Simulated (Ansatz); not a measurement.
ZnSnP2 (chalcopyrite, I-42d), r²SCAN in the plane-wave PAW code Ansatz. The conduction-band minimum lies at Γ, with 1 equivalent valley. Second derivatives d²E/dk² of the lowest band at one valley (eV·Å²), along Cartesian directions:

```tsv
direction	d²E/dk²
[100]	80.87
[010]	80.87
[001]	75.66
[110]	80.69
[101]	78.10
[011]	78.10
```

### Question
Find the principal effective masses, the density-of-states mass and the conductivity mass.

### Answer
Off-diagonal terms follow from H_xy = H[110] − (H_xx + H_yy)/2, and m*/mₑ = 7.620 eV·Å² over each eigenvalue: 0.094, 0.094, 0.10. One valley's DOS mass (m₁m₂m₃)^(1/3) = 0.096, conductivity mass 3/(Σ 1/mᵢ) = 0.096 mₑ.

### Question
What effective density of states Nc follows at 300 K for parabolic valleys?

### Answer
Nc = 2.509e19 × 1 × (0.096)^(3/2) ≈ 7.5e17 cm⁻³.

The cell was relaxed with r²SCAN under the symmetry of its start. Spin–orbit coupling is left out wherever it is not named.

Potentials: the later of the program's two PAW sets.

Edges and masses are those of Kohn–Sham bands, whose gap is no quasiparticle gap.
